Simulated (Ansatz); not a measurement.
Values for one crystal, relaxed and computed with r²SCAN (plane waves, PAW; program Ansatz); other levels are named.

| Quantity | Value |
|---|---|
| Volume per atom | 16.57 Å³ |
| Electronic character | metallic (no gap) |
| Formation energy from the elements (no fitted shifts) | 1.01 eV/atom |
| Density of states at the Fermi level | 0.67 states/eV per atom (mean over ±0.08 eV) |
| Bulk modulus (Birch–Murnaghan fit) | 248 GPa |
| Pressure derivative B′ | 4.4 |
| Gap with spin–orbit coupling | none (metallic) |

Problem. Pick the material that matches.
(A) AlRu, CsCl type
(B) Co3W, Cu3Au type
(C) Al3Ru2, I4/mmm (Al on 2a, Al on 4e, Ru on 4e)
(D) RuW, rock salt

Solution. D, RuW, rock salt

Space group Fm-3m (rock salt). The start of the workflow was typed in or built on a structure type; neither database checked (COD, Materials Project) lists it. Its standing as an ambient phase is unchecked. Symmetry was held in the r²SCAN relaxation. At this level the phase is mechanically unstable. No spin polarisation was allowed. Its formation energy is positive at this level, so the cell may be metastable or incomplete. The references are the lowest solids computed at this level, not always the standard phases. Spin–orbit coupling is left out wherever it is not named.

Potentials: the later of the program's two PAW sets.
